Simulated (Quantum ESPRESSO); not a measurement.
## Kohn-Sham bands of GeSe (rock salt)

```yaml
crystal:
  lattice:
    - [0.00000, 2.80845, 2.80845]
    - [2.80845, 0.00000, 2.80845]
    - [2.80845, 2.80845, 0.00000]
  atoms:
    - { symbol: Ge, position: [0.00000, 0.00000, 0.00000] }
    - { symbol: Se, position: [0.50000, 0.50000, 0.50000] }
```

Materials Project entry mp-10759; symmetrised, unrelaxed at this level. Not found in the COD (Crystallography Open Database) copy used, which has the formula in other groups; not checked further. Level: PBEsol, spinors with spin-orbit coupling; pw.x of Quantum ESPRESSO at 69 Ry with PseudoDojo potentials, 8×8×8 k-points, Wannier90. Density: 10×10×10 mesh, Gaussian smearing 0.01 Ry. The gap is small at this level and was sampled on the meshes and a path alone.

Energies are relative to the valence-band maximum; weights are on the orthonormalised atomic waves of the pseudopotential files, averaged over the group. 30 electrons a cell are treated as valence.

**Question.** Into which isolated groups do the bands fall, where do they lie and what are they made of?

**Answer.** 
| bands | from (eV) | to (eV) | filling | weight on atomic waves |
|---|---|---|---|---|
| 1–4 | -48.62 | -48.62 | filled | Se 3d 100 % |
| 5–10 | -47.73 | -47.72 | filled | Se 3d 100 % |
| 11–14 | -25.42 | -25.42 | filled | Ge 3d 100 % |
| 15–20 | -24.84 | -24.83 | filled | Ge 3d 100 % |
| 21–22 | -14.87 | -12.97 | filled | Se 4s 77 %, Ge 4p 15 %, Ge 4s 6 % |
| 23–30 | -9.48 | 0.00 | filled | Se 4p 53 %, Ge 4s 22 %, Ge 4p 21 % |

The Kohn-Sham gap over both meshes and the path is 0.16 eV.
